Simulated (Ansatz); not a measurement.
Sc6Te2Rh:
```
CELL_PARAMETERS angstrom
      7.77050     0.00000     0.00000
     -3.88525     6.72945     0.00000
      0.00000     0.00000     3.79332
ATOMIC_POSITIONS crystal
  Sc 0.24124 0.00000 0.00000
  Sc 0.75876 0.75876 0.00000
  Sc 0.00000 0.24124 0.00000
  Sc 0.60943 0.00000 0.50000
  Sc 0.39057 0.39057 0.50000
  Sc 0.00000 0.60943 0.50000
  Rh 0.00000 0.00000 0.50000
  Te 0.33333 0.66667 0.00000
  Te 0.66667 0.33333 0.00000
```

Relaxed with r²SCAN.

Problem. Map the electron localisation function on the plane through (0.241, 0.000, 0.000) spanned by u = [1, 0, 0] and v = [0, 0, 1] in lattice vectors, from plane-wave PAW r²SCAN (Ansatz code).

Solution. x is the fraction of u, y of v (the angle between them is 90°; rows are the nearest grid lines); atoms in the plane: Sc at (0.00, 0.00), Sc at (0.37, 0.50), Rh at (0.76, 0.50).
```
y \ x   0.000  0.103  0.179  0.282  0.359  0.462  0.538  0.641  0.718  0.821  0.897   1.00
------  -----  -----  -----  -----  -----  -----  -----  -----  -----  -----  -----  -----
1.00    0.029  0.617  0.069  0.225  0.368  0.730  0.610  0.258  0.401  0.211  0.542  0.029
0.947   0.164  0.585  0.075  0.211  0.331  0.707  0.614  0.289  0.404  0.236  0.488  0.164
0.842   0.748  0.248  0.132  0.101  0.102  0.422  0.604  0.408  0.347  0.324  0.158  0.748
0.789   0.569  0.107  0.190  0.063  0.122  0.193  0.569  0.400  0.281  0.292  0.119  0.569
0.684   0.088  0.203  0.299  0.275  0.741  0.182  0.408  0.282  0.508  0.436  0.277  0.088
0.632   0.221  0.418  0.312  0.562  0.729  0.403  0.318  0.275  0.667  0.596  0.277  0.221
0.526   0.542  0.644  0.306  0.741  0.064  0.677  0.227  0.326  0.766  0.721  0.252  0.542
0.474   0.542  0.644  0.306  0.741  0.064  0.677  0.227  0.326  0.766  0.721  0.252  0.542
0.368   0.221  0.418  0.312  0.562  0.729  0.403  0.318  0.275  0.667  0.596  0.277  0.221
0.316   0.088  0.203  0.299  0.275  0.741  0.182  0.408  0.282  0.508  0.436  0.277  0.088
0.211   0.569  0.107  0.190  0.063  0.122  0.193  0.569  0.400  0.281  0.292  0.119  0.569
0.158   0.748  0.248  0.132  0.101  0.102  0.422  0.604  0.408  0.347  0.324  0.158  0.748
0.0526  0.164  0.585  0.075  0.211  0.331  0.707  0.614  0.289  0.404  0.236  0.488  0.164
0.000   0.029  0.617  0.069  0.225  0.368  0.730  0.610  0.258  0.401  0.211  0.542  0.029
```

The density is the valence pseudo-density with augmentation charge, so density and ELF within about 1 Å of a nucleus are not all-electron values.

Space group P-62m. The workflow started from an entry of the Crystallography Open Database (COD). Whether it is the stable phase at ambient conditions was not checked. Symmetry was held in the r²SCAN relaxation; its stability against distortions is not shown here. No spin polarisation was allowed. Spin–orbit coupling is left out wherever it is not named.

Potentials: the later of the program's two PAW sets.
